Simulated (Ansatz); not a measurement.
A relaxed structure of Ga2O3. These are r2SCAN (plane waves to 500 eV, PAW, scalar-relativistic; Ansatz, an electronic-structure program) values and carry that method's errors.

```cif
data_Ga4O6
_chemical_formula_sum 'Ga4 O6'
_space_group_name_H-M_alt 'P 1'
_space_group_IT_number 1
_cell_length_a 6.31343
_cell_length_b 6.31343
_cell_length_c 5.80836
_cell_angle_alpha 103.393
_cell_angle_beta 103.393
_cell_angle_gamma 27.854
loop_
_space_group_symop_operation_xyz
  'x, y, z'
loop_
_atom_site_label
_atom_site_type_symbol
_atom_site_fract_x
_atom_site_fract_y
_atom_site_fract_z
_atom_site_occupancy
Ga1 Ga 0.09052 0.09052 0.79479 1
Ga2 Ga 0.90948 0.90948 0.20521 1
Ga3 Ga 0.65873 0.65873 0.31448 1
Ga4 Ga 0.34127 0.34127 0.68552 1
O1 O 0.16422 0.16422 0.10916 1
O2 O 0.83578 0.83578 0.89084 1
O3 O 0.17334 0.17334 0.56352 1
O4 O 0.82666 0.82666 0.43648 1
O5 O 0.49628 0.49628 0.25624 1
O6 O 0.50372 0.50372 0.74376 1
```

Task: Determine the symmetry and give the standard cell with its independent sites.

Result: Space group C2/m (No. 12); a = 12.2557 Å, b = 3.0391 Å, c = 5.8084 Å, α = γ = 90.00°, β = 103.81°

```csv
atom,site,symmetry,x,y,z
Ga,4i,m,0.0905,0.0000,0.7948
Ga,4i,m,0.1587,0.5000,0.3145
O,4i,m,0.1642,0.0000,0.1092
O,4i,m,0.1733,0.0000,0.5635
O,4i,m,0.4963,0.0000,0.2562
```

Task: Give the shortest distances between elements (the closest pairs, up to four, under 3.6 Å).

Result: Ga–O 1.83 Å; O–O 2.61 Å; Ga–Ga 3.04 Å.

```json
{
 "volume_per_atom": "10.50 Å³",
 "band_gap": "3.02 eV, indirect (valence top at k = (0.4545, -0.4545, -0.5), conduction bottom at Γ) (no spin-orbit coupling)",
 "smallest_direct_gap": "3.05 eV at Γ"
}
```

No spin polarisation in the result.

The run could not lose the symmetry of its start; a randomly shaken copy of 10 atoms returns to this structure.

The first start was generated by placing the elements on the sites of a structure type. A measured structure of Ga2O3 has the same space group, C2/m (No. 12); the sites were not compared with it.
